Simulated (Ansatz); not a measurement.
The relaxed structure here is a generated cell of ZrCl: the first start was made by placing the elements on the sites of a structure type, and the end was not matched to a known phase here, so it may be hypothetical.

One stationary structure of ZrCl. Space group Pm-3m (No. 221), AFLOW prototype AB_cP6_221_c_d (as in NbO). Level of theory: PBEsol (plane waves to 420 eV, PAW, scalar-relativistic; Ansatz, an electronic-structure program).

```xyz
6
Lattice="4.9954 0.0000 0.0000 0.0000 4.9954 0.0000 0.0000 0.0000 4.9954" Properties=species:S:1:pos:R:3 pbc="T T T"
Cl     0.0000     2.4977     2.4977
Cl     2.4977     2.4977     0.0000
Cl     2.4977     0.0000     2.4977
Zr     2.4977     0.0000     0.0000
Zr     0.0000     0.0000     2.4977
Zr     0.0000     2.4977     0.0000
```

For ZrCl, the volume per atom is 20.78 Å³. The band gap comes out as zero (metallic), the shortest distances is Cl–Zr 2.50 Å; Cl–Cl 3.53 Å; Zr–Zr 3.53 Å and the k-mesh is 9×9×9.

No spin polarisation in the result. The relaxed primitive cell holds an odd number of electrons. A magnetic state may lie lower. No Hubbard U is applied.

The run could not lower the symmetry of its start; a shaken copy of this end point relaxes with PBEsol to Pm (No. 6), 0.03 eV/atom lower.
